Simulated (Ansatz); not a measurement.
# Relaxing a structure of TiO$_{2}$

The start is a relaxed TiO2 cell deformed by the Cartesian strain tensor (xx, yy, zz, yz, xz, xy) = (0.030, -0.147, -0.014, -0.002, -0.041, -0.031). The structure is fully relaxed (lattice and positions, P = 0) with PBE (plane waves to 420 eV, PAW, scalar-relativistic; Ansatz, a program for electronic structure). The first steps use a coarse 5×6×8 k-mesh.

The start:
```
TiO2
1.0
    4.78283    -0.14395    -0.18806
   -0.14395     3.96093    -0.00697
   -0.12003    -0.00445     2.92221
Ti O
2 4
Cartesian
  0.00000   0.00000   0.00000
  2.25943   1.90627   1.36359
  1.41542   1.16464  -0.05951
  3.76269   0.65378   1.30833
  0.75616   3.15875   1.41885
  3.22347   2.65234  -0.13552
```

Problem. How large is the pressure on the unrelaxed cell, and of which sign?

Solution. +42.8 GPa (positive: the cell is compressed).

Problem. What is the largest force in the starting geometry, and on which atom (counted from 1)?

Solution. 1.07 eV/Å, on O3, O6 (atoms numbered as listed).

Problem. How much energy is released per atom?

Solution. 0.31 eV/atom.

Problem. How does the volume change?

Solution. +15.8 %, from 9.20 to 10.65 Å³/atom.

Problem. How do the shortest distances between atoms change?

Solution. The closest pairs of elements (up to four, under 3.6 Å), start → end: O–Ti 1.81 → 1.96 Å; O–O 2.34 → 2.56 Å; Ti–Ti 2.92 → 2.96 Å.

Problem. What band gap does the relaxed structure have at this level?

Solution. 1.86 eV, direct at Γ (no spin-orbit coupling).

Final structure:

```cif
data_O4Ti2
_chemical_formula_sum 'Ti2 O4'
_space_group_name_H-M_alt 'P42/mnm'
_space_group_IT_number 136
_space_group_name_Hall '-P 4n 2n'
_cell_length_a 4.64362
_cell_length_b 4.64362
_cell_length_c 2.96366
_cell_angle_alpha 90.000
_cell_angle_beta 90.000
_cell_angle_gamma 90.000
loop_
_atom_site_label
_atom_site_type_symbol
_atom_site_symmetry_multiplicity
_atom_site_Wyckoff_symbol
_atom_site_fract_x
_atom_site_fract_y
_atom_site_fract_z
_atom_site_occupancy
Ti1 Ti 2 a 0.00000 0.00000 0.00000 1
O1 O 4 f 0.30512 0.30512 0.00000 1
```

Final values are on a 7×7×11 k-mesh of the relaxed cell. No spin polarisation in the result.

The run could not lose the symmetry of its start.
